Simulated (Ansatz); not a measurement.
In plane-wave PAW PBE (Ansatz code), MoP in the hexagonal phase (P-6m2; Mo on 1a, P on 1d) relaxes to a = 3.241 Å, c = 3.194 Å. P has 6 nearest neighbours from 2.46 Å (trigonal prismatic). Against the elements it lies at -0.69 eV/atom, with no fitted shifts.

Electronic character: metallic (no gap).

The PBE relaxation kept the symmetry of its start. No spin polarisation was allowed. The references are the lowest solids computed at this level, not always the standard phases. Scalar-relativistic: spin–orbit coupling is off unless named, which matters more the heavier the elements.

Potentials: the later of the program's two PAW sets.
